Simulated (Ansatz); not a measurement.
BaHfO3 (cubic perovskite, space group No. 221), PBE (plane waves, PAW; program Ansatz): ε∞ = 4.67, cell volume 74.42 Å³. Infrared-active transverse modes:

```tsv
ω_TO (cm⁻¹)	oscillator strength S_xx (e²/amu)
94.8	0.2834
179.3	1.149
495.1	0.6309
```

### Question
Compute the static dielectric constant.

### Answer
Each mode adds (4.921e7/V) S/ω²: 20.84, 23.63, 1.70. So ε0 = 50.8.

Space group Pm-3m (cubic perovskite). The PBE relaxation kept the symmetry of its start; phonons on a q-mesh show no instability. The run is not spin-polarised. Spin–orbit coupling is left out wherever it is not named.

Potentials: the later of the program's two PAW sets.
